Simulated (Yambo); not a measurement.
BSE-type run in Yambo on CsBr (CsCl type, space group Pm-3m, No. 221), at zero momentum.

Quantum ESPRESSO step (LDA, PseudoDojo standard norm-conserving files, scalar-relativistic):
```
&CONTROL
  calculation = 'nscf'
  pseudo_dir = './pseudo'
  outdir = './out'
/
&SYSTEM
  ibrav = 0
  nat = 2
  ntyp = 2
  ecutwfc = 48.0
  ecutrho = 192.0
  occupations = 'fixed'
  force_symmorphic = .true.
  nbnd = 42
/
&ELECTRONS
  conv_thr = 2e-09
  diago_full_acc = .true.
  diago_thr_init = 1e-08
/
ATOMIC_SPECIES
Br 79.9040 Br.upf
Cs 132.9055 Cs.upf
CELL_PARAMETERS angstrom
  4.138275860000   0.000000000000   0.000000000000
  0.000000000000   4.138275860000   0.000000000000
  0.000000000000   0.000000000000   4.138275860000
ATOMIC_POSITIONS crystal
Br   0.500000000000   0.500000000000   0.500000000000
Cs   0.000000000000   0.000000000000   0.000000000000
K_POINTS automatic
8 8 8 0 0 0
```

Yambo input:
```
rim_cut
optics
bse
bss
dipoles
em1s
RandQpts= 1000000
RandGvec= 1 Ry
FFTGvecs= 40 Ry
Chimod= "HARTREE"
BSKmod= "SEX"
BSEmod= "resonant"
BSSmod= "hs"
BSENGexx= 15 Ry
BSENGBlk= 6 Ry
% KfnQP_E
 2.451 | 1.0 | 1.0 |
%
% BSEQptR
 1 | 1 |
%
% BSEBands
 6 | 16 |
%
% BEnRange
 0.0 | 14.2 | eV
%
% BDmRange
 0.15 | 0.15 | eV
%
BEnSteps= 284
% BLongDir
 1.0 | 0.0 | 0.0 |
%
BSHayTrs= -0.02
BSSNEig= 24
WRbsWF
% BndsRnXs
 1 | 36 |
%
NGsBlkXs= 6 Ry
% LongDrXs
 1.0 | 1.0 | 1.0 |
%
```

From the report:

The dimension is k points × valence × conduction bands = 512 × 3 × 8 = 12288.
```
   [SLEPC] Approach                          : Krylov-Schur
   [SLEPC] Number of requested eigenvalues   :  24
   [SLEPC] Number of eigenvalues        [NEV]:  24
    [K] Dimension                                    :  12288
    [K] Bands                                        :   6  16
    [K] Exchange res                                 : yes
    [K] Correlation res                              : yes
    [K] W interaction is bare                        : no
    [K] RL vectors exchange                          :   485
    [K] RL vectors correlation                       :  147
    [W] Matrix size                                  :  147
    [W] Bands                                        :    1   36
    [W] Coulomb Cutoff                               : none
    [W] Hxc Kernel                                   : HARTREE
```

Spin-orbit coupling is not included.

Geometry relaxed with LDA.
